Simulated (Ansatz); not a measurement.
Simulated powder pattern, Cu Kα, λ = 1.54184 Å (kinematic, ideal powder, no thermal factors, no anomalous dispersion; the 30 strongest lines at most, above 1 %, up to 2θ = 90°):

```json
[
 {"2θ (°)": "27.26", "d (Å)": "3.272", "I/Imax (%)": "100"},
 {"2θ (°)": "45.26", "d (Å)": "2.003", "I/Imax (%)": "74"},
 {"2θ (°)": "53.64", "d (Å)": "1.709", "I/Imax (%)": "45"},
 {"2θ (°)": "65.94", "d (Å)": "1.417", "I/Imax (%)": "12"},
 {"2θ (°)": "72.74", "d (Å)": "1.300", "I/Imax (%)": "18"},
 {"2θ (°)": "83.60", "d (Å)": "1.157", "I/Imax (%)": "24"},
 {"2θ (°)": "89.97", "d (Å)": "1.091", "I/Imax (%)": "14"}
]
```

The pattern belongs to a structure relaxed with r²SCAN in the plane-wave PAW code Ansatz.

Task: Pick the material that matches.
(A) TiB2, P6/mmm (Ti on 1a, B on 2d)
(B) Ge, diamond
(C) GaAs, zinc blende
(D) C, diamond

Result: C, GaAs, zinc blende

Task: Give the lattice parameters.

Result: a = 5.666 Å.

Space group F-43m (zinc blende). Symmetry was held in the r²SCAN relaxation; phonons on a q-mesh show no instability.

Potentials: the later of the program's two PAW sets.
